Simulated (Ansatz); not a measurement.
Given:

C:
```xyz
12
Lattice="6.8448 0.0000 0.0000 -3.4224 5.9278 0.0000 0.0000 0.0000 3.5708" Properties=species:S:1:pos:R:3 pbc="T T T"
C      1.4182     0.0000     0.0000
C      2.8159     0.0000     0.0000
C      0.7091     1.2282     0.0000
C      1.4079     2.4386     0.0000
C     -0.7091     1.2282     0.0000
C     -1.4079     2.4386     0.0000
C      5.4267     0.0000     0.0000
C      4.0290     0.0000     0.0000
C      2.7133     4.6996     0.0000
C      2.0145     3.4892     0.0000
C     -2.7133     4.6996     0.0000
C     -2.0145     3.4892     0.0000
```

This is the r²SCAN+D4-relaxed structure.

Task: All from r²SCAN+D4 in the plane-wave PAW code Ansatz, unless another level is named. Predict the electronic character.

Result: metallic (no gap).

Task: Next, the density of states at the Fermi level?

Result: 0.06 states/eV per atom (mean over ±0.08 eV).

Space group P6/mmm. The start of the workflow was typed in or built on a structure type; the Crystallography Open Database copy checked does not list it. It is not the phase usual at ambient conditions (space group No. 194, 227). The r²SCAN+D4 relaxation kept the symmetry of its start. At this level the phase is mechanically unstable.

Potentials: the later of the program's two PAW sets.
